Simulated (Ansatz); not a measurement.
Bi:
Space group R-3m, hexagonal axes (No. 166); a = b = 4.535 Å, c = 12.372 Å, α = β = 90.00°, γ = 120.00°

```tsv
atom	site	symmetry	x	y	z
Bi	6c	3m	0.0000	0.0000	0.2316
```
(The calculation used a cell of 2 atoms; values per cell refer to that cell.)

Relaxed at zero pressure with r²SCAN in the plane-wave PAW code Ansatz.

The volume is lowered by 6 % and shape and atoms relax at that volume. What pressure results, and how do the axes share the change?

2.0 GPa; a -0.8 %, b -0.8 %, c -4.4 %; the energy rises by 12 meV/atom.

Give the new structure.


Space group R-3m, hexagonal axes (No. 166); a = b = 4.4970 Å, c = 11.8259 Å, α = β = 90.00°, γ = 120.00°

| atom | site | symmetry | x | y | z |
|---|---|---|---|---|---|
| Bi | 6c | 3m | 0.0000 | 0.0000 | 0.2349 |

The phase is kept; no other phase was compared at this pressure.

The r²SCAN relaxation kept the symmetry of its start; of distortions, only those at the zone centre were tested. Axis ratios of metals converge slowly with the k-mesh, so a and c are less sure than the volume. Spin–orbit coupling is left out wherever it is not named.

Potentials: the earlier of the program's two PAW sets.
